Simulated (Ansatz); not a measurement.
## AuSb$_{3}$: pressure against volume

AuSb$_{3}$, Im-3m, a = 5.918 Å. The structure is a COD entry; whether it is the stable form wasn't checked. Ansatz: r2SCAN, PAW, 500 eV, Γ-centred 10×10×10 mesh on 4 atoms, Gaussian smearing 0.10 eV; no spin polarisation. Symmetry fixes shape and atoms, so the cell is only scaled; pressure is positive in compression.

| V (Å³/atom) | P (GPa) |
| --- | --- |
| 22.800 | 13.07 |
| 23.578 | 8.85 |
| 24.355 | ? |
| 25.132 | 2.43 |
| 25.909 | -0.01 |
| 26.687 | -2.05 |
| 27.464 | -3.74 |
| 28.500 | -5.57 |

**Question.** Take V0 = 25.909 Å³/atom, count pressures from its P0 = -0.01 GPa, fit the third-order Birch–Murnaghan form to the other rows, and predict the missing pressure.

**Answer.** With the Eulerian strain f = ½[(V0/V)^(2/3) − 1] and y = (P − P0)/[3f(1 + 2f)^(5/2)], the form is the line y = B0 + 1.5 B0 (B0′ − 4) f. Rows (f, y): 0.04448, 79.2; 0.03243, 77.8; 0.01025, 75.4; -0.00977, 73.1; -0.01906, 71.9; -0.03078, 70.6. Means f = 0.004592, y = 74.667; Σ(Δf)² = 0.004415, ΣΔfΔy = 0.5040; the slope is their ratio. y = 74.14 + 114.2 f GPa, so B0 = 74.1 GPa and B0′ = 4 + 2 × (114.2)/(3 × 74.14) = 5.03. At V = 24.355, f = 0.02105, y = 76.54 and P = 5.35 GPa. The run gave 5.35 GPa, the same to the digits shown.

Spin–orbit coupling is left out, which can shift energies with elements as heavy as these.

Cost: 8 runs of about 4.3 core-minutes in all, on Arm Neoverse V2 (shared hosts).